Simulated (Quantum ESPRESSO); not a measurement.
AlMg5ZnS7Cl, input and log of a self-consistent run

Simulated, not a measurement. The program is pw.x of Quantum ESPRESSO 7.5 (plane-wave density functional theory). The cell is made up: 15 atoms on a doubled zincblende/diamond lattice with one site empty, with randomly drawn elements, strain and displacements, not relaxed. PseudoDojo standard norm-conserving files (v0.5 for PBE, v0.4.1 for LDA and PBEsol) set the functional; there is no spin polarisation, spin-orbit coupling or dispersion term, and the masses in the input are unused placeholders.

Input:

```
&control calculation='scf', pseudo_dir='./dojo.nc.sr.pbe.v0_5.standard.upf', outdir='./o', disk_io='medium', tprnfor=.true., tstress=.true. /
&system ibrav=0, nat=15, ntyp=5, nbnd=67, ecutwfc=84.00895049, nosym=.true., tot_charge=0,
 occupations='smearing', smearing='fd', degauss=0.0018374661
/
&electrons conv_thr=7.350e-09, electron_maxstep=60, /
ATOMIC_SPECIES
Al 1.0 Al.upf
Cl 1.0 Cl.upf
Mg 1.0 Mg.upf
S 1.0 S.upf
Zn 1.0 Zn.upf
CELL_PARAMETERS angstrom
5.7093 0.0159 0.0395
0.0159 5.6863 0.0024
0.079 0.0047 11.6944
ATOMIC_POSITIONS angstrom
Al -0.0545 -0.1598 -0.0761
Mg 0.0326 2.7817 2.8098
Mg 2.8403 2.9042 -0.013
Zn -0.0448 -0.1567 5.8081
Mg 0.0882 2.8666 8.7181
Mg 2.9618 0.1183 8.7514
Mg 2.9078 2.7853 5.9263
S 1.3316 1.4536 1.4656
S 1.5282 4.1799 4.3116
Cl 4.3583 1.4126 4.354
S 4.2807 4.3382 1.4341
S 1.4454 1.501 7.3373
S 1.5252 4.2034 10.2059
S 4.347 1.4347 10.1765
S 4.4093 4.3496 7.3726
K_POINTS automatic
4 4 2 1 1 1
```

The log is shortened where brackets say so; the opening notice, blank lines, dates and the lines on written files are dropped, and the path of the files is cut. It prints rydbergs, bohrs and kilobars, and counts compression as positive stress. With no partly filled state, the Fermi energy that it prints is only some level between the filled and the empty states on the mesh, and need not lie in the true gap.

```
     Program PWSCF v.7.5
     Parallel version (MPI & OpenMP), running on       1 processor cores
     Number of MPI processes:                 1
     Threads/MPI process:                     1
     [start-up lines left out]
     bravais-lattice index     =            0
     lattice parameter (alat)  =      10.7893  a.u.
     unit-cell volume          =    2561.9074 (a.u.)^3
     number of atoms/cell      =           15
     number of atomic types    =            5
     number of electrons       =       122.00
     number of Kohn-Sham states=           67
     kinetic-energy cutoff     =      84.0090  Ry
     charge density cutoff     =     336.0358  Ry
     scf convergence threshold =      7.3E-09
     mixing beta               =       0.7000
     number of iterations used =            8  plain     mixing
     Exchange-correlation= PBE
                           (   1   4   3   4   0   0   0)
     [axes and pseudopotential details left out]
   Cartesian axes
     site n.     atom                  positions (alat units)
         1        Al     tau(   1) = (  -0.0095456  -0.0279886  -0.0133288  )
         2        Mg     tau(   2) = (   0.0057098   0.4872091   0.4921307  )
         3        Mg     tau(   3) = (   0.4974727   0.5086647  -0.0022769  )
         4        Zn     tau(   4) = (  -0.0078466  -0.0274457   1.0172768  )
         5        Mg     tau(   5) = (   0.0154480   0.5020791   1.5269573  )
         6        Mg     tau(   6) = (   0.5187532   0.0207200   1.5327898  )
         7        Mg     tau(   7) = (   0.5092952   0.4878396   1.0379793  )
         8        S      tau(   8) = (   0.2332270   0.2545951   0.2566968  )
         9        S      tau(   9) = (   0.2676611   0.7321009   0.7551679  )
        10        Cl     tau(  10) = (   0.7633473   0.2474140   0.7625942  )
        11        S      tau(  11) = (   0.7497558   0.7598268   0.2511797  )
        12        S      tau(  12) = (   0.2531588   0.2628971   1.2851131  )
        13        S      tau(  13) = (   0.2671357   0.7362169   1.7875425  )
        14        S      tau(  14) = (   0.7613681   0.2512848   1.7823931  )
        15        S      tau(  15) = (   0.7722799   0.7618235   1.2912958  )
     number of k points=    16  Fermi-Dirac smearing, width (Ry)=  0.0018
                       cart. coord. in units 2pi/alat
        k(    1) = (   0.1238167   0.1251117   0.1211687), wk =   0.1250000
        k(    2) = (   0.1255054   0.1252100  -0.1229536), wk =   0.1250000
     [further k points left out]
     Dense  grid:   266535 G-vectors     FFT dimensions: (  64,  64, 135)
     Estimated max dynamical RAM per process >     471.84 MB
     Initial potential from superposition of free atoms
     starting charge     121.9932, renormalised to     122.0000
     Starting wfcs are   71 randomized atomic wfcs
     total cpu time spent up to now is       40.2 secs
     per-process dynamical memory:   280.7 Mb
     Self-consistent Calculation
     iteration #  1     ecut=    84.01 Ry     beta= 0.70
     Davidson diagonalization with overlap
     ethr =  1.00E-02,  avg # of iterations =  4.9
     Threshold (ethr) on eigenvalues was too large:
     Diagonalizing with lowered threshold
     Davidson diagonalization with overlap
     ethr =  9.82E-04,  avg # of iterations =  1.2
     total cpu time spent up to now is      194.5 secs
     total energy              =   -1204.35808885 Ry
     estimated scf accuracy    <       1.15069007 Ry
     iteration #  2     ecut=    84.01 Ry     beta= 0.70
     Davidson diagonalization with overlap
     ethr =  9.43E-04,  avg # of iterations =  6.0
     total cpu time spent up to now is      285.2 secs
     total energy              =   -1204.40918789 Ry
     estimated scf accuracy    <       1.38583914 Ry
     iteration #  3     ecut=    84.01 Ry     beta= 0.70
     Davidson diagonalization with overlap
     ethr =  9.43E-04,  avg # of iterations =  3.1
     total cpu time spent up to now is      353.9 secs
     total energy              =   -1204.74696883 Ry
     estimated scf accuracy    <       0.34803671 Ry
     iteration #  4     ecut=    84.01 Ry     beta= 0.70
     Davidson diagonalization with overlap
     ethr =  2.85E-04,  avg # of iterations =  2.2
     total cpu time spent up to now is      407.9 secs
     total energy              =   -1204.79386913 Ry
     estimated scf accuracy    <       0.01873640 Ry
     iteration #  5     ecut=    84.01 Ry     beta= 0.70
     Davidson diagonalization with overlap
     ethr =  1.54E-05,  avg # of iterations =  6.9
     total cpu time spent up to now is      488.5 secs
     total energy              =   -1204.79819807 Ry
     estimated scf accuracy    <       0.00342565 Ry
     [iterations 6 to 8 left out]
     iteration #  9     ecut=    84.01 Ry     beta= 0.70
     Davidson diagonalization with overlap
     ethr =  4.92E-09,  avg # of iterations =  4.0
     total cpu time spent up to now is      875.9 secs
     total energy              =   -1204.79882883 Ry
     estimated scf accuracy    <       0.00000393 Ry
     iteration # 10     ecut=    84.01 Ry     beta= 0.70
     Davidson diagonalization with overlap
     ethr =  3.22E-09,  avg # of iterations =  2.0
     total cpu time spent up to now is      974.5 secs
     total energy              =   -1204.79882929 Ry
     estimated scf accuracy    <       0.00000028 Ry
     iteration # 11     ecut=    84.01 Ry     beta= 0.70
     Davidson diagonalization with overlap
     ethr =  2.31E-10,  avg # of iterations =  4.0
     total cpu time spent up to now is     1074.8 secs
     total energy              =   -1204.79882940 Ry
     estimated scf accuracy    <       0.00000012 Ry
     iteration # 12     ecut=    84.01 Ry     beta= 0.70
     Davidson diagonalization with overlap
     ethr =  1.02E-10,  avg # of iterations =  2.0
     total cpu time spent up to now is     1163.3 secs
     total energy              =   -1204.79882940 Ry
     estimated scf accuracy    <       0.00000002 Ry
     iteration # 13     ecut=    84.01 Ry     beta= 0.70
     Davidson diagonalization with overlap
     ethr =  1.52E-11,  avg # of iterations =  3.0
     total cpu time spent up to now is     1266.9 secs
     End of self-consistent calculation
          k = 0.1238 0.1251 0.1212 ( 33327 PWs)   bands (ev):
  -121.9800 -76.1523 -76.1392 -76.1061 -72.0828 -72.0285 -71.9701 -71.6996
   -71.2919 -38.8702 -38.8498 -38.8369 -38.8149 -38.7817 -38.7633 -38.7554
   -38.7411 -38.7383 -38.4819 -38.4728 -38.4392 -38.0958 -38.0600 -38.0239
   -11.9696  -9.3201  -8.9072  -8.7322  -8.4304  -7.8613  -7.3220  -7.0145
    -3.0612  -3.0215  -2.9304  -2.9094  -2.8868  -1.6123  -1.2775  -0.8899
    -0.6015  -0.4150  -0.0953   0.1497   0.2175   0.3902   0.5836   0.6704
     0.8833   0.9488   1.0321   1.1855   1.4715   1.5160   1.5926   2.0812
     2.1769   2.3691   2.4231   3.1331   3.2553   5.2701   6.0512   6.3160
     6.5599   6.7357   7.0759
     [levels at the other k points left out]
     the Fermi energy is     3.9239 ev
!    total energy              =   -1204.79882940 Ry
     estimated scf accuracy    <          7.5E-10 Ry
     smearing contrib. (-TS)   =      -0.00000000 Ry
     internal energy E=F+TS    =   -1204.79882940 Ry
     The total energy is F=E-TS. E is the sum of the following terms:
     one-electron contribution =   -1066.89001579 Ry
     hartree contribution      =     537.12072259 Ry
     xc contribution           =    -179.29534523 Ry
     ewald contribution        =    -495.73419096 Ry
     convergence has been achieved in  13 iterations
     Forces acting on atoms (cartesian axes, Ry/au):
     atom    1 type  1   force =     0.00740001    0.02736590    0.04947654
     atom    2 type  3   force =    -0.00296292    0.04077534    0.01545935
     atom    3 type  3   force =     0.00334299   -0.01967627    0.04059696
     atom    4 type  5   force =     0.05055462   -0.01958827   -0.02527258
     atom    5 type  3   force =    -0.00486724    0.00257687    0.00761100
     atom    6 type  3   force =    -0.02254438   -0.01256203   -0.00768082
     atom    7 type  3   force =    -0.01190705    0.02904525   -0.03088501
     atom    8 type  4   force =     0.00319372   -0.05664738   -0.08151852
     atom    9 type  4   force =    -0.02813429    0.01049458    0.03934842
     atom   10 type  2   force =    -0.00532925   -0.00493225    0.02508697
     atom   11 type  4   force =     0.02196177    0.01615600   -0.04160543
     atom   12 type  4   force =     0.00350049   -0.03681656   -0.01104132
     atom   13 type  4   force =    -0.02364558    0.04685848    0.00060560
     atom   14 type  4   force =     0.02707763   -0.01633672    0.03008469
     atom   15 type  4   force =    -0.01764053   -0.00671292   -0.01026585
     Total force =     0.188737     Total SCF correction =     0.000093
     Computing stress (Cartesian axis) and pressure
          total   stress  (Ry/bohr**3)                   (kbar)     P=      -33.68
  -0.00020237  -0.00003850  -0.00003755          -29.77       -5.66       -5.52
  -0.00003850  -0.00022687  -0.00002354           -5.66      -33.37       -3.46
  -0.00003755  -0.00002354  -0.00025752           -5.52       -3.46      -37.88
     init_run     :     38.71s CPU     39.96s WALL (       1 calls)
     electrons    :   1197.85s CPU   1226.72s WALL (       1 calls)
     forces       :     14.75s CPU     15.02s WALL (       1 calls)
     stress       :     49.70s CPU     51.73s WALL (       1 calls)
     [timing details left out]
     PWSCF        :  21m41.44s CPU  22m14.37s WALL
     JOB DONE.
```

In other units: free energy -16392.123 eV for the cell, pressure -3.37 GPa, largest force component 2.096 eV/Å. A rerun of this cell at a cutoff of 1437 eV and k mesh 6 x 6 x 4 moved values by no more than 0.004 eV in energy, 0.02 GPa in stress and 0.013 eV/Å in force.